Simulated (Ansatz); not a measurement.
The start is a randomly generated symmetric cell of Sb (space group No. 15). Cell shape, volume and atoms are optimised at zero target pressure with PBEsol (plane waves to 420 eV, PAW, scalar-relativistic; Ansatz, a program for electronic structure). First-step values are on the input's coarse k-mesh.

Ansatz input (later rounds restart from its end on a renewed k-mesh):
Ansatz 0.2 input:
```yaml
crystal:
  lattice:
    - [1.8595621, -4.5401701, 0]
    - [1.8595621, 4.5401701, 0]
    - [-0.6298762, 0, 4.2359018]
  atoms:
    - { symbol: Sb, position: [0.88981184, 0.11018816, 0.25] }
    - { symbol: Sb, position: [0.11018816, 0.88981184, 0.75] }
basis: { ecutwfc: 420, ecutrho_ratio: 4, xc_grid: 2, fft_grid_basis: typed }
kpoints: { mp_grid: { grid: [10, 10, 8] } }
hamiltonian:
  xc: pbesol
  dispersion: none
  pseudopotentials: { azcp: { folder: ./paw }, kind: paw }
scf: { occupations: { method: fermi_dirac, width: 0.05 } }
relax: { f_tol: 0.01, max_steps: 100, cell: { stress_tol: 0.02 } }
output: { forces: true, stress: true }
```

Q: By how much does the energy per atom fall from start to end?

A: 0.24 eV/atom.

Q: How do the shortest distances between atoms change?

A: The closest pairs of elements (up to four, under 3.6 Å), start → end: Sb–Sb 2.93 → 2.89 Å.

Q: What band gap does the relaxed structure have at this level?

A: No gap (metallic).

The space group stays C2/c (No. 15) (the run could not lower it), with 2 atoms in the primitive cell. Final values are on a 16×16×11 k-mesh of the relaxed cell. No spin polarisation in the result.

The run could not lose the symmetry of its start: the end is stationary, and may be a saddle point rather than a minimum.

The relaxed structure here is a generated cell of Sb: the first start was made by a random draw of sites in a space group, and the end was not matched to a known phase here, so it may be hypothetical. Known forms of Sb include space group No. 166.
